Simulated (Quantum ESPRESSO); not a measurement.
## SnZn3TaCu2Ru (a curve over strain)

Computed values, not a measurement. The program is pw.x of Quantum ESPRESSO 7.5 (plane-wave density functional theory). The cell is made up: eight metal atoms on a face-centred cubic lattice, with elements, volume, strain and displacements drawn at random and not relaxed, so it may be unstable or far from any real phase. PseudoDojo standard norm-conserving files set the functional (PBE unless stated); there is no spin polarisation or spin-orbit coupling, the Fermi-Dirac width of 0.25 eV means electrons at about 2900 K, and the masses in the input are unused placeholders. The copper pseudopotential is less sure than most, with forces differing by about three percent and pressure by about two GPa from a second method on plain copper. The tin pseudopotential is less sure than most, with forces differing by about three percent from a second method on plain tin. Heavy elements are run without spin-orbit coupling, which real alloys of them have. A spin test at this wide smearing found no moment, but such smearing suppresses magnetism that the real alloy may have.

Seven runs add a strain to one cell (shear xy, as the tensor component); the atoms follow the cell and are not relaxed. Stress in the table is positive in tension.

Input of the run at +0.0012:

```
&control calculation='scf', pseudo_dir='./dojo.nc.sr.pbe.v0_5.standard.upf', outdir='./o', disk_io='minimal', tprnfor=.true., tstress=.true. /
&system ibrav=0, nat=8, ntyp=5, nbnd=81, ecutwfc=92.02030273, nosym=.true., tot_charge=0,
 occupations='smearing', smearing='fd', degauss=0.0183746611
/
&electrons conv_thr=1.470e-08, electron_maxstep=70, mixing_beta=0.5 /
ATOMIC_SPECIES
Cu 1.0 Cu.upf
Ru 1.0 Ru.upf
Sn 1.0 Sn.upf
Ta 1.0 Ta.upf
Zn 1.0 Zn.upf
CELL_PARAMETERS angstrom
1.9368 3.8667 1.9322
1.9276 -3.8621 1.9322
1.9322 0.0023 -5.7965
ATOMIC_POSITIONS angstrom
Sn -0.0927 -0.0307 0.0749
Zn 1.9492 -1.9318 0.1021
Ta 1.8628 -0.0233 -1.8391
Cu 3.8613 -1.7897 -1.9015
Zn 1.9412 -0.0591 2.073
Cu 1.9607 1.8919 0.048
Zn 3.7882 0.0482 0.0182
Ru 3.8973 1.8726 -1.845
K_POINTS automatic
6 6 4 1 1 1
```

| added strain | free energy less that of the input shown (eV) | stress xx (GPa) | stress yy (GPa) | stress zz (GPa) | stress xy (GPa) | pressure (GPa) | iterations |
| --- | --- | --- | --- | --- | --- | --- | --- |
| -0.0220 | -0.0200 | -13.56 | -7.87 | -11.62 | -0.82 | 11.02 | 13 |
| -0.0181 | -0.0244 | -13.43 | -7.73 | -11.62 | -0.31 | 10.93 | 13 |
| -0.0123 | -0.0250 | -13.28 | -7.58 | -11.63 | 0.46 | 10.83 | 13 |
| +0.0012 | 0.0000 | -13.22 | -7.48 | -11.66 | 2.24 | 10.79 | 13 |
| +0.0040 | 0.0102 | -13.25 | -7.50 | -11.67 | 2.62 | 10.81 | 13 |
| +0.0151 | 0.0656 | -13.56 | -7.75 | -11.70 | 4.12 | 11.00 | 13 |
| +0.0181 | 0.0852 | -13.69 | -7.86 | -11.71 | 4.54 | 11.09 | 13 |

A cubic fit gives a slope of stress xy against the added strain of 133 GPa at zero added strain, with the atoms clamped. Across the table the energy follows the integral of the stress to 0.3 meV. A rerun of one of the cells at a higher cutoff and on a denser mesh moved values by no more than 0.003 eV in energy, 0.03 GPa in stress and 0.003 eV/Å in force, and a second program with other atomic files agreed on that cell to 2 % rms in force and 0.5 GPa in pressure.